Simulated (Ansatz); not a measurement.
# A relaxed cell of Cs2CaF6 against its rivals

Atoms and cell were relaxed at zero pressure (1.7 % in volume from the start). The relaxed cell:

```
Ca Cs F
1.0
     3.46116    5.99491    0.00000
    -3.46116    5.99491    0.00000
     0.00000    0.00000    4.69040
Ca Cs F
1 2 6
Direct
  0.00000 0.00000 0.00000
  0.33333 0.33333 0.72589
  0.66667 0.66667 0.27411
  0.16488 0.67024 0.23537
  0.16488 0.16488 0.23537
  0.67024 0.16488 0.23537
  0.83512 0.32976 0.76463
  0.32976 0.83512 0.76463
  0.83512 0.83512 0.76463
```

Space group P-3m1 (No. 164); conventional cell a = 6.922 Å, b = 6.922 Å, c = 4.690 Å, α = 90.00°, β = 90.00°, γ = 120.00°.

Method: PBE in Ansatz 0.2.0, PAW datasets, plane waves to 420 eV, 5×5×6 Γ-centred mesh, fermi-dirac occupations of width 0.100 eV. Spin: none; no U, no spin-orbit coupling.

Q: What is its formation energy?

A: -2.393 eV an atom at 0 K against the elements' lowest computed crystals and the free molecules of gases, with no empirical correction.

Q: Is it stable against splitting into other phases?

A: Among the phases that we computed and relaxed alike, the lowest mixture with other formulas is 22 % F₂ + 78 % Cs₂CaF₄ (shares of atoms). The cell lies 119 meV an atom above it, so it would gain by splitting into them.

The start was: a known structure type with other elements put in, at an estimated volume. An invented cell need not be a known compound.

Caveats: differences under 20 meV an atom lie within the error of meshes and cutoff; the relaxation keeps the start's symmetry, so a distorted cell may lie lower; a metal without spin among anions, where moments or a distortion may lower the energy.
